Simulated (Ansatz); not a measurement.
The relaxed structure here is a generated cell of GeMo: the first start was made by placing the elements on the sites of a structure type, and the end was not matched to a known phase here, so it may be hypothetical.

Relaxation of a generated cell, GeMo built in the MnP structure type; 8 atoms in the cell, which starts as Pnma (No. 62), oP8; a = 5.9874 Å, b = 3.6327 Å, c = 6.7431 Å, α = β = γ = 90.00°. Computed with r2SCAN (plane waves to 500 eV, PAW, scalar-relativistic; Ansatz, a program for electronic structure). Γ-centred k-mesh 4×6×4 on the run's cell (coarser than for final values), Fermi–Dirac smearing 0.05 eV. This is the first round of the run. 

The optimiser's lines from the output (shortened; P is positive under compression):

```
relax step   1: F+E_penalty+E_count = -37080.53392808 eV  Δ(F+E_penalty+E_count) = +0.000e0 eV  max|allowed force component| = 1.033e0 eV/Å  Δτ_max = 0.0000 Å  P = -15.210 GPa  Ω = 146.664 Å³  (8 SCF iters, dr2 threshold 1.00e-7 eV, accepted)
relax step   2: F+E_penalty+E_count = -37081.75117705 eV  Δ(F+E_penalty+E_count) = -1.217e0 eV  max|allowed force component| = 5.305e-1 eV/Å  Δτ_max = 0.0841 Å  P = -0.276 GPa  Ω = 131.614 Å³  (7 SCF iters, dr2 threshold 8.00e-7 eV, accepted)
relax step   3: F+E_penalty+E_count = -37082.13711013 eV  Δ(F+E_penalty+E_count) = -3.859e-1 eV  max|allowed force component| = 4.611e-1 eV/Å  Δτ_max = 0.0953 Å  P = +3.347 GPa  Ω = 127.948 Å³  (8 SCF iters, dr2 threshold 8.00e-7 eV, accepted)
relax step   4: F+E_penalty+E_count = -37082.18248629 eV  Δ(F+E_penalty+E_count) = -4.538e-2 eV  max|allowed force component| = 2.221e-1 eV/Å  Δτ_max = 0.0794 Å  P = +0.169 GPa  Ω = 128.340 Å³  (8 SCF iters, dr2 threshold 8.00e-7 eV, accepted)
relax step   5: F+E_penalty+E_count = -37082.22421801 eV  Δ(F+E_penalty+E_count) = -4.173e-2 eV  max|allowed force component| = 1.226e-1 eV/Å  Δτ_max = 0.0373 Å  P = -1.138 GPa  Ω = 129.831 Å³  (8 SCF iters, dr2 threshold 8.00e-7 eV, accepted)
relax step   6: F+E_penalty+E_count = -37082.23159616 eV  Δ(F+E_penalty+E_count) = -7.378e-3 eV  max|allowed force component| = 2.407e-2 eV/Å  Δτ_max = 0.0092 Å  P = +0.102 GPa  Ω = 128.968 Å³  (6 SCF iters, dr2 threshold 8.00e-7 eV, accepted)
relax step   7: F+E_penalty+E_count = -37082.23179133 eV  Δ(F+E_penalty+E_count) = -1.952e-4 eV  max|allowed force component| = 6.822e-3 eV/Å  Δτ_max = 0.0033 Å  P = +0.043 GPa  Ω = 128.967 Å³  (6 SCF iters, dr2 threshold 8.29e-8 eV, accepted)
relax step   8: F+E_penalty+E_count = -37082.23179184 eV  Δ(F+E_penalty+E_count) = -5.065e-7 eV  max|allowed force component| = 8.345e-4 eV/Å  Δτ_max = 0.0005 Å  P = -0.003 GPa  Ω = 129.001 Å³  (5 SCF iters, dr2 threshold 9.40e-9 eV, accepted)
relax step   9: F+E_penalty+E_count = -37082.22631309 eV  Δ(F+E_penalty+E_count) = +5.479e-3 eV  max|allowed force component| = 8.804e-4 eV/Å  Δτ_max = 0.0000 Å  P = -0.026 GPa  Ω = 129.001 Å³  stress off target by 3.45e-2 GPa  SCF on the basis re-selected at this cell (its energy is not comparable with the rows above)  (7 SCF iters)
relax step  10: F+E_penalty+E_count = -37082.22632416 eV  Δ(F+E_penalty+E_count) = -1.106e-5 eV  max|allowed force component| = 4.429e-4 eV/Å  Δτ_max = 0.0001 Å  P = -0.000 GPa  Ω = 128.982 Å³  (4 SCF iters, dr2 threshold 2.97e-9 eV, accepted)
relax step  11: F+E_penalty+E_count = -37082.22632156 eV  Δ(F+E_penalty+E_count) = +2.597e-6 eV  max|allowed force component| = 4.437e-4 eV/Å  Δτ_max = 0.0000 Å  P = -0.000 GPa  Ω = 128.982 Å³  stress off target by 3.30e-3 GPa  SCF on the basis re-selected at this cell (its energy is not comparable with the rows above)  (4 SCF iters)
```

From the first to the last row the energy changes by -0.21 eV/atom and the volume by -12.1 %. The last row is marked as not comparable with the walk above it, whose basis was carried along; it does compare with step 1, since both stand on a basis selected at the nominal cutoff for their own cell.

Later rounds, restarted from the end of this one on a renewed k-mesh, logged 10 more steps and released under 0.01 eV/atom more. The final structure after all rounds: Pnma (No. 62), oP8, AFLOW prototype AB_oP8_62_c_c (B31, as in MnP); a = 6.012 Å, b = 3.250 Å, c = 6.598 Å, α = 90.00°, β = 90.00°, γ = 90.00°. Between re-selections the logged energies stand on a plane-wave basis carried along with the cell. No spin polarisation in the result.

The run could not lose the symmetry of its start; a randomly shaken copy of 8 atoms returns to this structure.
